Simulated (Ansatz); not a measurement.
Computed with DFT PBE, scalar-relativistic, plane waves, PAW in Ansatz. Settings: cutoff 420 eV, Γ-centred meshes spaced at most about 0.3 Å⁻¹, and about 0.25 Å⁻¹ or finer for metals (2π included), Gaussian smearing. Collinear spin in cells that started with moments and kept them past the coarse steps, no spin elsewhere.

These are static total energies at zero pressure. All come from trial cells, and lower structures may exist.

Question: Order these relaxed structures of TiAlF by energy, lowest first, with the energy over the lowest of them.
1.

Space group P4/mmm (No. 123). a = 2.962 Å, b = 2.962 Å, c = 5.526 Å, α = 90.00°, β = 90.00°, γ = 90.00°
```csv
atom,site,symmetry,x,y,z
Ti,1c,4/mmm,0.5000,0.5000,0.0000
Al,1d,4/mmm,0.5000,0.5000,0.5000
F,1a,4/mmm,0.0000,0.0000,0.0000
```

2.

Space group P4/mmm (No. 123). a = 3.291 Å, b = 3.291 Å, c = 4.216 Å, α = 90.00°, β = 90.00°, γ = 90.00°
```json
{"atom": "Ti", "site": "1d", "symmetry": "4/mmm", "x": "0.5000", "y": "0.5000", "z": "0.5000"}
{"atom": "Al", "site": "1a", "symmetry": "4/mmm", "x": "0.0000", "y": "0.0000", "z": "0.0000"}
{"atom": "F", "site": "1c", "symmetry": "4/mmm", "x": "0.5000", "y": "0.5000", "z": "0.0000"}
```

3.

Space group P4/nmm:1 (No. 129). a = 3.696 Å, b = 3.696 Å, c = 6.711 Å, α = 90.00°, β = 90.00°, γ = 90.00°
| atom | site | symmetry | x | y | z |
| --- | --- | --- | --- | --- | --- |
| Ti | 2a | -4m2 | 0.0000 | 0.0000 | 0.0000 |
| Al | 2c | 4mm | 0.0000 | 0.5000 | 0.4053 |
| F | 2c | 4mm | 0.0000 | 0.5000 | 0.8191 |

4.

Space group P4/nmm:1 (No. 129). a = 3.554 Å, b = 3.554 Å, c = 7.276 Å, α = 90.00°, β = 90.00°, γ = 90.00°
| atom | site | symmetry | x | y | z |
| --- | --- | --- | --- | --- | --- |
| Ti | 2c | 4mm | 0.0000 | 0.5000 | 0.7057 |
| Al | 2a | -4m2 | 0.5000 | 0.5000 | 0.0000 |
| F | 2c | 4mm | 0.0000 | 0.5000 | 0.4246 |

Answer: 4 (0 meV/atom), 1 (150 meV/atom), 3 (260 meV/atom), 2 (360 meV/atom). Forms: 4 P4/nmm, moments up to 0.1 μB; 1 P4/mmm, no spin; 3 matlockite type, P4/nmm, no spin; 2 P4/mmm, no spin. Counting F atoms around Al and Ti (those within 1.25 times the shortest such distance or 1.15 times the sum of covalent radii, 1.27 where that leaves under three; a plus sign parts nearer from farther groups; the shortest distance is added where it exceeds 1.18 times the sum of covalent radii): cell 4 has Ti 1+4, Al 4 from 3.6 Å; cell 1 has Ti 4, Al 8 from 3.5 Å; cell 3 has Ti 4, Al 5 from 2.8 Å; cell 2 has Ti 2, Al 4 from 2.3 Å.

The magnetic state reached may not be the lowest. Cells relaxed within their symmetry can be saddle points. Some candidate types were left out of the draw beforehand, so a known form may be missing.
